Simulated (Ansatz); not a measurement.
**Question.** Br (molecular I2 type, Cmce) is relaxed with r²SCAN (plane waves, PAW; program Ansatz). What lattice parameters of the conventional cell result?

**Answer.** a = 7.109 Å, b = 4.245 Å, c = 8.760 Å.

**Question.** Give the free coordinates with the occupied sites.

**Answer.** In one choice of origin and axes:

| atom | site | symmetry | x | y | z |
|---|---|---|---|---|---|
| Br | 8f | m.. | 0.0000 | 0.3597 | 0.3841 |

**Question.** Is it a metal or does it have a gap at this level?

**Answer.** A gap of 1.66 eV.

Symmetry was held in the r²SCAN relaxation. The substance is a gas or liquid at ambient conditions; this is its low-temperature solid. A crystal of weakly bound units computed without a dispersion correction: the cell and the soft elastic constants depend strongly on that. Scalar-relativistic: spin–orbit coupling is off unless named, which matters more the heavier the elements.

Potentials: the earlier of the program's two PAW sets.
